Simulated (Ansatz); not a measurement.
## Al: energy along a strain

Al, Im-3m, a = 3.189 Å. This isn't the element's structure at ambient conditions. Ansatz: r2SCAN, PAW, 500 eV, Γ-centred 26×26×26 mesh on 1 atom, Gaussian smearing 0.15 eV; no spin polarisation. Cell vectors (Å): -1.594 1.594 1.594; 1.594 -1.594 1.594; 1.594 1.594 -1.594. The cell is strained by x per cent times the pattern (0 0 0 0 0 1) in the order xx yy zz yz xz xy (engineering shears), with fractional coordinates held. y is the free energy over the start, V0 = 16.212 Å³/atom. Symmetry makes y even in x. Points with a strain past 8.5 % were computed too (4) and aren't used here.

| x (%) | y (meV/atom) |
| --- | --- |
| -7.50 | 16.06 |
| 0.00 | 0.00 |
| 1.87 | 1.04 |
| 3.75 | 4.01 |
| 5.62 | ? |

Question: Fit y = c2 x² + c4 x⁴ to the other rows, get the stiffness along the pattern, and predict the missing energy.

Answer: Least squares on the rows shown. y = 0.28620 x² − 1.2448×10⁻⁵ x⁴. The clamped-ion stiffness p·C·p = 2 × 2.862 eV × 160.2 / 16.212 Å³ = 57 GPa, which is C66 in these axes (C44 of the cubic crystal). At x = 5.62 the fit asked for gives 9.03 meV/atom. The run gave 8.99 meV/atom, so the fit is 0.04 meV/atom too high, within twice the rms miss on the fitted rows (0.02 meV/atom).